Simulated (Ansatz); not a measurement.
Relaxed-ion elastic tensor of AlAs (zinc blende, F-43m) in GPa (Voigt order), DFT-PBEsol in the program Ansatz with PAW potentials; density 3.70 g/cm³, 22.84 Å³ per atom.

```
 108  54.4  54.4   0.0   0.0   0.0
54.4   108  54.4   0.0   0.0   0.0
54.4  54.4   108   0.0   0.0   0.0
 0.0   0.0   0.0  51.5   0.0   0.0
 0.0   0.0   0.0   0.0  51.5   0.0
 0.0   0.0   0.0   0.0   0.0  51.5
```

Problem. Is the crystal mechanically stable?

Solution. Yes: the smallest eigenvalue of C is 51.5 GPa.

Problem. Work out the Voigt, Reuss and Hill averages.

Solution. K_V = 72.3, K_R = 72.3, K_H = 72.3; G_V = 41.6, G_R = 37.6, G_H = 39.6 GPa.

Problem. Give Young's modulus, Poisson's ratio, Pugh's ratio and the universal anisotropy index.

Solution. E = 9KG/(3K + G) = 100 GPa; ν = 0.27; K/G = 1.82 (near the Pugh limit of 1.75, no verdict); A_U = 5G_V/G_R + K_V/K_R − 6 = 0.53.

Problem. Estimate the sound speeds and the Debye temperature.

Solution. v_l = √((K + 4G/3)/ρ) = 5810 m/s, v_t = √(G/ρ) = 3270 m/s, mean 3640 m/s; Θ = (h/k)(3n/4πV)^(1/3) v_m = 382 K.

Problem. Give the Zener ratio and Young's modulus along [100], [110] and [111].

Solution. A = 2C44/(C11 − C12) = 1.92; 1/E = S11 − 2(S11 − S12 − S44/2)Γ with Γ = 0, 1/4, 1/3 gives 71.5, 105, 125 GPa.

The cell was relaxed with PBEsol under the symmetry of its start.

Potentials: the later of the program's two PAW sets.
